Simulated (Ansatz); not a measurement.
# Data sheet: ZrGa$_{3}$ (DFT)

ZrGa$_{3}$ in space group I4/mmm (No. 139; Zr on 2a, Ga on 2b, Ga on 4d), a = b = 3.8836 Å, c = 9.1173 Å, α = β = γ = 90.00°; the cell used has 4 atoms.

Space group I4/mmm (No. 139); conventional cell a = b = 3.884 Å, c = 9.117 Å, α = β = γ = 90.00°.

Method: r²SCAN (plane waves, PAW; program Ansatz). Structure relaxed to zero pressure with the same functional. Other levels are named where they apply.

**Cell and energy**

```yaml
volume_per_atom: 17.19 Å³
density: 7.25 g/cm³
Formation energy from the elements (no fitted shifts): -0.51 eV/atom
```

**Electronic structure**

```yaml
electronic_character: metallic (no gap)
Density of states at the Fermi level: 0.26 states/eV per atom (mean over ±0.08 eV)
```

**Charges**

```yaml
bader_charges: Zr +1.28, Ga -0.51 to -0.38 e
```

The workflow started from an entry of the Crystallography Open Database (COD). Whether it is the stable phase at ambient conditions was not checked. The cell was relaxed with r²SCAN under the symmetry of its start; its stability against distortions is not shown here. The run is not spin-polarised. Axis ratios of metals converge slowly with the k-mesh, so a and c are less sure than the volume. The references are the lowest solids computed at this level, not always the standard phases. Spin–orbit coupling is left out wherever it is not named.

Potentials: the later of the program's two PAW sets.
